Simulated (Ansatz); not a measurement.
Space group Fd-3m:1 (No. 227). a = 6.156 Å, b = 6.156 Å, c = 6.156 Å, α = 90.00°, β = 90.00°, γ = 90.00°
```
atom site symmetry x y z
  Li    8b      -43m  0.0000  0.0000  0.5000
  Ga    8a      -43m  0.5000  0.0000  0.5000
```

Equation of state of this LiGa structure (not necessarily the ground state), with shape and atoms relaxed at each volume where symmetry leaves them free. It has no gap at any of these volumes. The calculation used DFT PBEsol, scalar-relativistic, plane waves, PAW (Ansatz).

Plane waves to 420 eV, a k mesh through Γ of 12×12×12 on the computed 4-atom cell and Gaussian smearing (0.10 eV); no spin polarisation.

```json
{"V (Å³/atom)": "12.829", "E − E(largest V) (meV/atom)": "21.05", "P (GPa)": "8.14"}
{"V (Å³/atom)": "13.267", "E − E(largest V) (meV/atom)": "2.56", "P (GPa)": "5.53"}
{"V (Å³/atom)": "13.704", "E − E(largest V) (meV/atom)": "-9.37", "P (GPa)": "3.34"}
{"V (Å³/atom)": "14.141", "E − E(largest V) (meV/atom)": "-15.84", "P (GPa)": "1.52"}
{"V (Å³/atom)": "14.579", "E − E(largest V) (meV/atom)": "-17.85", "P (GPa)": "0.00"}
{"V (Å³/atom)": "15.016", "E − E(largest V) (meV/atom)": "-16.09", "P (GPa)": "-1.29"}
{"V (Å³/atom)": "15.453", "E − E(largest V) (meV/atom)": "-11.06", "P (GPa)": "-2.41"}
{"V (Å³/atom)": "16.037", "E − E(largest V) (meV/atom)": "0.00", "P (GPa)": "-3.65"}
```

Fit a third-order Birch–Murnaghan equation to E(V).

V0 = 14.58 Å³/atom, B0 = 47 GPa, B0' = 4.7.